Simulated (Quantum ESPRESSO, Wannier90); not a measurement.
# MgO (rock salt), plane waves to Wannier functions

```xyz
2
Lattice="0.0000 2.0970 2.0970 2.0970 0.0000 2.0970 2.0970 2.0970 0.0000" Properties=species:S:1:pos:R:3 pbc="T T T"
Mg     0.0000     0.0000     0.0000
O      2.0970     2.0970     2.0970
```

Structure: Materials Project mp-1265, symmetrised, not relaxed again. COD (Crystallography Open Database) has an entry of this formula and space group (matched by these alone). Method: PBEsol plane waves in Quantum ESPRESSO 7.5 (PseudoDojo norm-conserving files, 68 Ry, no spin polarisation, no spin-orbit coupling), Bloch states on a 10×10×10 mesh through Γ, Wannier90 4.0.1. Density: 12×12×12 mesh, cold smearing 0.01 Ry.

Band 5 is isolated and gives one Wannier function a cell (O2 2s 89 %, Mg1 3s 10 %; spread 0.57 Å²). Its on-site energy is ε = -15.929 eV relative to the valence-band maximum, and its hoppings t(R) = t(−R) to the nearer images are (images within this range that aren't listed have |t| under 5 meV):

```json
[
 {"R (lattice vectors; −R alike)": "0 0 1", "distance (Å)": "2.97", "t (eV)": "-0.106"},
 {"R (lattice vectors; −R alike)": "0 1 -1", "distance (Å)": "2.97", "t (eV)": "-0.106"},
 {"R (lattice vectors; −R alike)": "0 1 0", "distance (Å)": "2.97", "t (eV)": "-0.106"},
 {"R (lattice vectors; −R alike)": "1 -1 0", "distance (Å)": "2.97", "t (eV)": "-0.106"},
 {"R (lattice vectors; −R alike)": "1 0 -1", "distance (Å)": "2.97", "t (eV)": "-0.106"},
 {"R (lattice vectors; −R alike)": "1 0 0", "distance (Å)": "2.97", "t (eV)": "-0.106"},
 {"R (lattice vectors; −R alike)": "1 -1 -1", "distance (Å)": "4.19", "t (eV)": "-0.014"},
 {"R (lattice vectors; −R alike)": "1 -1 1", "distance (Å)": "4.19", "t (eV)": "-0.014"},
 {"R (lattice vectors; −R alike)": "1 1 -1", "distance (Å)": "4.19", "t (eV)": "-0.014"}
]
```

**Question.** Work out the band energy at Γ, X, U, K from these numbers.

**Answer.** For one orbital E(k) = ε + Σ_R 2 t(R) cos(2π k·R), the sum over the listed R.
- Γ, k = (0.000, 0.000, 0.000): E = -15.929 + (-0.106)·(12.00) + (-0.014)·(6.00) = -17.29 eV; pw.x: -17.20 eV
- X, k = (0.500, 0.000, 0.500): E = -15.929 + (-0.106)·(-4.00) + (-0.014)·(6.00) = -15.59 eV; pw.x: -15.59 eV
- U, k = (0.625, 0.250, 0.625): E = -15.929 + (-0.106)·(-3.66) + (-0.014)·(2.00) = -15.57 eV; pw.x: -15.56 eV
- K, k = (0.375, 0.375, 0.750): E = -15.929 + (-0.106)·(-3.66) + (-0.014)·(2.00) = -15.57 eV; pw.x: -15.56 eV

At these points the listed shells miss the plane-wave band by up to 0.08 eV, of a width of 1.68 eV on the path. With all its hoppings the model misses the band by 0.1 meV at worst on the whole path, so most of the miss comes from the hoppings not listed.
